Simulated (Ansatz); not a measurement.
SiRh:
```
CELL_PARAMETERS angstrom
      4.67270     0.00000     0.00000
      0.00000     4.67270     0.00000
      0.00000     0.00000     4.67270
ATOMIC_POSITIONS crystal
  Si 0.15787 0.34213 0.65787
  Si 0.34213 0.65787 0.15787
  Si 0.65787 0.15787 0.34213
  Si 0.84213 0.84213 0.84213
  Rh 0.84746 0.65254 0.34746
  Rh 0.65254 0.34746 0.84746
  Rh 0.34746 0.84746 0.65254
  Rh 0.15254 0.15254 0.15254
```

Relaxed with PBEsol. Special points in fractions of this cell's reciprocal vectors: Γ (0.000, 0.000, 0.000); X (0.000, 0.500, 0.000); M (0.500, 0.500, 0.000); R (0.500, 0.500, 0.500); X1 (0.500, 0.000, 0.000).

Q: List the band energies nearest the Fermi level at these points for PBEsol with spin–orbit coupling (plane waves, PAW; program Ansatz).

A: In eV from the Fermi level; about four levels below and three above (degenerate sets whole), none deeper than 8.9 eV; points with the same levels are listed once.

| k | below | above |
|---|---|---|
| Γ | -1.37 -1.37 -1.37 -1.37 -0.02 -0.02 | 0.09 0.09 0.09 0.09 |
| X | -0.78 -0.78 -0.66 -0.66 | 1.49 1.49 1.51 1.51 |
| M | -0.01 -0.01 -0.01 -0.01 | 0.64 0.64 0.64 0.64 |
| R | -0.45 -0.45 -0.45 -0.45 -0.45 -0.45 | 4.13 4.13 4.24 4.24 4.24 4.24 4.24 4.24 |

Space group P2_13. The workflow started from a Materials Project entry (that database holds measured and hypothetical structures alike); the Crystallography Open Database copy checked does not list it. COD files the formula under space group No. 14. Whether it is the stable phase at ambient conditions was not checked. Symmetry was held in the PBEsol relaxation; its stability against distortions is not shown here. No spin polarisation was allowed.

Potentials: the earlier of the program's two PAW sets. The files were generated under PBE; for other functionals the program regenerates the frozen cores, and for LDA and PBEsol the local potential too.
